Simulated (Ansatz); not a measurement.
TiSe₂ (CdI2 type, P-3m1) at seven volumes, the program Ansatz at the PBE+D3(BJ) level (PAW), shape and atoms relaxed at each. One row is withheld.

```tsv
V (Å³/atom)	P (GPa)
18.680	?
19.296	3.30
19.912	1.42
20.528	0.00
21.144	-1.11
21.760	-1.80
22.376	-2.13
```

Problem. Fit the shown pressures and predict the withheld one.

Solution. P = (3/2)B₀(x^(7/2) − x^(5/2))[1 + (3/4)(B′ − 4)(x − 1)] with x = (V₀/V)^(2/3). Least squares on the six rows gives V₀ = 20.505 Å³/atom, B₀ = 40.6 GPa, B′ = 10.32. At V = 18.680, x = 1.0641 and P = 5.95 GPa. The run itself gave 5.58 GPa.

The PBE+D3(BJ) relaxation kept the symmetry of its start. No spin polarisation was allowed.

Potentials: the later of the program's two PAW sets.
